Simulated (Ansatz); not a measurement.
YTaN3:
```yaml
crystal:
  lattice:
    - [4.01473, 0.00000, 0.00000]
    - [0.00000, 4.01473, 0.00000]
    - [0.00000, 0.00000, 4.01473]
  atoms:
    - { symbol: Y, position: [0.00000, 0.00000, 0.00000] }
    - { symbol: Ta, position: [0.50000, 0.50000, 0.50000] }
    - { symbol: N, position: [0.50000, 0.50000, 0.00000] }
    - { symbol: N, position: [0.50000, 0.00000, 0.50000] }
    - { symbol: N, position: [0.00000, 0.50000, 0.50000] }
```

Relaxed with PBEsol. Special points in fractions of this cell's reciprocal vectors: Γ (0.000, 0.000, 0.000); X (0.000, 0.500, 0.000); M (0.500, 0.500, 0.000); R (0.500, 0.500, 0.500).

Problem. List the band energies nearest the Fermi level at these points for plane-wave PAW PBEsol with spin–orbit coupling (Ansatz code).

Solution. In eV from the Fermi level; about four levels below and three above (degenerate sets whole), none deeper than 8.9 eV; points with the same levels are listed once.

```csv
k,below,above
Γ,-0.87 -0.87 -0.87 -0.87 -0.86 -0.86,0.23 0.23 0.64 0.64 0.64 0.64
X,-2.50 -2.50 -0.06 -0.06,0.33 0.33 1.59 1.59
M,-1.76 -1.76 -1.76 -1.76 -0.68 -0.68,0.43 0.43 3.45 3.45
R,-4.79 -4.79 -4.79 -4.79,0.74 0.74 0.75 0.75 0.75 0.75
```

Space group Pm-3m (cubic perovskite). The start of the workflow was typed in or built on a structure type; neither database checked (COD, Materials Project) lists it. Whether it is the stable phase at ambient conditions was not checked. The PBEsol relaxation kept the symmetry of its start. At this level the phase is dynamically unstable (imaginary phonons). No spin polarisation was allowed. With an odd number of electrons in the cell and no spin polarisation, the count alone makes it a metal.

Potentials: the later of the program's two PAW sets.
